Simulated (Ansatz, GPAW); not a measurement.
Given: the input of a run of Ansatz 0.2.0 on LiBe. The cell comes from a database or a generator and needn't be the stable form of this composition.

The input input.yaml:

```yaml
crystal:
  lattice:
    - [2.811153, 0.0, 0.0]
    - [0.0, 2.811153, 0.0]
    - [0.0, 0.0, 2.811153]
  atoms:
    - { symbol: Be, position: [0.5, 0.5, 0.5] }
    - { symbol: Li, position: [0.0, 0.0, 0.0] }
kpoints:
  mp_grid: { grid: [9, 9, 9] }
scf:
  occupations: { method: gaussian, width: 0.1 }
hamiltonian:
  xc: rpbe
  pseudopotentials: { kind: all_electron, lapw: { basis_error: 0.001 } }
output:
  forces: true
  stress: true
  eigenvalues: true
```

Potentials or basis: all-electron LAPW, scalar-relativistic.

The run is started by

```console
$ ansatz run input.yaml --threads 1 --pin off --max-ram 3072MiB --backend cpu --events-out ev --progress --plain --runs-dir out
```

Translate it to GPAW 26.7.0 (ASE script). Potentials or basis there: the program's PAW data sets (release 1.2.1) made for this functional, cutoff 800 eV.

As run (cutoffs and basis follow the program's own potentials, and thresholds, step limits or extra output files can differ):

Contents of run.py:

```python
from ase.dft.bandgap import bandgap
from ase.io import read, write
from ase.units import GPa
from gpaw import GPAW, PW

atoms = read('POSCAR')

calc = GPAW(mode=PW(800),
            xc='RPBE',
            kpts={'size': (9, 9, 9), 'gamma': True},
            occupations={'name': 'methfessel-paxton', 'order': 0, 'width': 0.1},
            nbands=8,
            convergence={'density': 1e-05, 'energy': 1e-05},
            maxiter=150,
            txt='gpaw.txt')
atoms.calc = calc
energy = atoms.get_potential_energy()
forces = atoms.get_forces()
stress = atoms.get_stress()
calc.write('gs.gpw')
write('result.traj', atoms)
print(f'Energy: {energy:.6f} eV')
print('Forces (eV/A):')
print(forces.round(4))
print('Stress (GPa):', (stress / GPa).round(3))
print('Fermi level:', round(calc.get_fermi_level(), 4), 'eV')
print(f'Gap: {bandgap(calc)[0]:.4f} eV, direct: {bandgap(calc, direct=True)[0]:.4f} eV')
```

Contents of POSCAR:

```
LiBe
1.0
    2.8111530000      0.0000000000      0.0000000000
    0.0000000000      2.8111530000      0.0000000000
    0.0000000000      0.0000000000      2.8111530000
Be Li
1 1
Direct
    0.5000000000      0.5000000000      0.5000000000
    0.0000000000      0.0000000000      0.0000000000
```

Potentials or basis: the program's PAW data sets (release 1.2.1) made for this functional, pw.

Launch:

```sh
$ OMP_NUM_THREADS=1 python run.py
```

Both were run:

|  | Ansatz | GPAW |
| --- | --- | --- |
| Pressure | 2.2 GPa | 3.0 GPa |

Where Ansatz's input types no cutoff or centring, it takes its own default and a Γ-centred mesh.

Pressure is positive in compression.
